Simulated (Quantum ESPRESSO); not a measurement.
Band energies of OsO₄

```
CELL_PARAMETERS angstrom
      4.65569    -2.28747     0.09168
      4.65569     2.28747     0.09168
     -2.30827     0.00000     3.93736
ATOMIC_POSITIONS crystal
  O  0.33698 0.90422 0.40343
  O  0.09578 0.66302 0.59657
  O  0.90435 0.33679 0.83715
  O  0.66321 0.09565 0.16285
  Os 0.00003 0.99997 0.50000
```

PBEsol (Quantum ESPRESSO, PseudoDojo norm-conserving, 84 Ry, scalar-relativistic); path XΓY,LΓZ,NΓM,RΓ; energies in eV from the valence-band maximum.

| k (1/Å) | point | band 16 | band 17 | band 18 | band 19 | band 20 | band 21 | band 22 | band 23 |
|---|---|---|---|---|---|---|---|---|---|
| 0.00 | X | -1.00 | -0.77 | -0.63 | -0.16 | -0.09 | 3.69 | 3.82 | 5.57 |
| 0.39 |  | -0.99 | -0.79 | -0.54 | -0.36 | -0.20 | 3.66 | 3.80 | 5.58 |
| 0.79 | Γ | -0.85 | -0.84 | -0.84 | -0.38 | -0.38 | 3.54 | 3.84 | 5.61 |
| 0.99 |  | -0.92 | -0.85 | -0.62 | -0.40 | -0.32 | 3.58 | 3.83 | 5.58 |
| 1.38 |  | -1.02 | -0.74 | -0.61 | -0.23 | -0.12 | 3.70 | 3.80 | 5.56 |
| 1.58 | Y | -0.99 | -0.76 | -0.63 | -0.16 | -0.10 | 3.68 | 3.82 | 5.56 |
| 1.58 | L | -1.34 | -0.95 | -0.42 | -0.03 | 0.00 | 3.86 | 4.01 | 5.74 |
| 1.77 |  | -1.33 | -0.93 | -0.38 | -0.10 | -0.03 | 3.84 | 3.99 | 5.66 |
| 2.35 |  | -1.08 | -0.79 | -0.62 | -0.38 | -0.34 | 3.59 | 3.86 | 5.53 |
| 2.55 | Γ | -0.85 | -0.84 | -0.84 | -0.38 | -0.38 | 3.54 | 3.84 | 5.61 |
| 2.75 |  | -0.92 | -0.85 | -0.62 | -0.40 | -0.32 | 3.58 | 3.83 | 5.58 |
| 3.34 | Z | -0.99 | -0.76 | -0.63 | -0.16 | -0.10 | 3.68 | 3.82 | 5.56 |
| 3.34 | N | -1.34 | -0.95 | -0.42 | -0.03 | 0.00 | 3.86 | 4.01 | 5.74 |
| 3.53 |  | -1.33 | -0.93 | -0.38 | -0.10 | -0.03 | 3.84 | 3.99 | 5.66 |
| 4.12 |  | -1.08 | -0.79 | -0.62 | -0.38 | -0.34 | 3.59 | 3.86 | 5.53 |
| 4.31 | Γ | -0.85 | -0.84 | -0.84 | -0.38 | -0.38 | 3.54 | 3.84 | 5.61 |
| 4.70 |  | -0.65 | -0.65 | -0.54 | -0.31 | -0.30 | 3.48 | 3.59 | 5.67 |
| 5.08 | M | -0.49 | -0.48 | -0.22 | -0.22 | -0.21 | 3.31 | 3.41 | 5.76 |
| 5.08 | R | -1.00 | -0.77 | -0.63 | -0.16 | -0.09 | 3.69 | 3.82 | 5.57 |
| 5.40 |  | -1.02 | -0.76 | -0.56 | -0.30 | -0.16 | 3.69 | 3.79 | 5.57 |
| 5.87 | Γ | -0.85 | -0.84 | -0.84 | -0.38 | -0.38 | 3.54 | 3.84 | 5.61 |

The PBEsol gap is indirect, 3.31 eV, from L to M; the smallest direct gap is 3.52 eV.

Spin-orbit coupling is left out, which matters for elements this heavy: edges can move by tenths of an eV.

Geometry relaxed with PBE+D3(BJ).
